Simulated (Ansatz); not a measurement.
## Os (Fm-3m), stationary points along a deformation path

Computed with DFT PBEsol, scalar-relativistic, plane waves, PAW in Ansatz. The runs took a 420 eV cutoff, a Γ-centred 24×24×24 mesh and Gaussian smearing (0.15 eV). Spin–orbit coupling is left out, which can shift energies with elements as heavy as these. No spin polarisation. Energies are free energies at this smearing, counted from the undisturbed cell; pressure is positive in compression.

Reference structure (as given, not relaxed at this level; it stands at -20.1 GPa; this fcc form isn't the usual structure):

```
Os
1.0
     0.00000    1.94500    1.94500
     1.94500    0.00000    1.94500
     1.94500    1.94500    0.00000
Os
1
Direct
  0.00000 0.00000 0.00000
```

At fixed volume and fractional coordinates, lengths along (0.000, 0.000, 1.000) are scaled against those across it; ρ is that ratio over its starting value. V = 14.716 Å³/atom. Δσ is the stress along the axis less the mean stress across it (compression positive).

| ρ | ΔE (meV/atom) | Δσ (GPa) | space group |
| --- | --- | --- | --- |
| 0.650 | 673.0 | -16.52 | I4/mmm |
| 0.707 | 734.9 | -0.08 | Im-3m |
| 0.780 | 558.2 | 54.07 | I4/mmm |
| 0.850 | 264.0 | 51.36 | I4/mmm |
| 0.920 | 67.2 | 27.82 | I4/mmm |
| 0.960 | 14.7 | 12.49 | I4/mmm |
| 1.000 | 0.0 | 0.00 | Fm-3m |
| 1.050 | 21.5 | -15.45 | I4/mmm |
| 1.100 | 90.5 | -33.15 | I4/mmm |
| 1.200 | 356.9 | -66.23 | I4/mmm |
| 1.300 | 740.0 | -88.55 | I4/mmm |
| 1.414 | 1232.3 | -100.99 | I4/mmm |
| 1.500 | 1602.4 | -103.55 | I4/mmm |

Question: How does the stress give the slope of the energy, and where is the energy stationary?

Answer: Along the path d ln(length) is 2/3 d ln ρ on the axis and −1/3 d ln ρ across it, so dE/d ln ρ = −(2/3) V Δσ: the energy falls with ρ where Δσ is positive. Δσ vanishes or changes sign at ρ = 0.707 (Im-3m), a maximum at 734.9 meV/atom; at ρ = 1.000 (Fm-3m), a minimum at 0.0 meV/atom. Pairs of stationary points between two samples would go unseen, and could change a minimum read from distant neighbours into a maximum. At ρ = 0.707, 1.000 the cell is cubic, where symmetry alone makes the stress isotropic and the slope zero.

Question: Which shear constant sets the curvature at ρ = 1?

Answer: For a cubic crystal E/V = (2/3) C (ln ρ)² with C = C′ = (C11 − C12)/2, so Δσ = −2C ln ρ. The parabola of Δσ against ln ρ through ρ = 0.960, 1 and 1.050 gives C ≈ 155 GPa with the ions clamped, rough because the steps are large. It is the stress–strain coefficient at this cell's pressure of -20.1 GPa, not the zero-pressure constant.

Question: Integrate that slope from ρ = 1 to 1.200 by the trapezoid rule.

Answer: With V/N in Å³ and 1 eV/Å³ = 160.2 GPa the slopes at ρ = 1.000, 1.050, 1.100, 1.200 are 0, 946, 2030, 4056 meV/atom per unit of ln ρ. The steps add 23.1 + 69.2 + 264.8 = 357.1 meV/atom, against 356.9 from the energies; the trapezoid rule misses the curvature of the slope within each step.

In a metal these slopes depend on the k mesh and the smearing.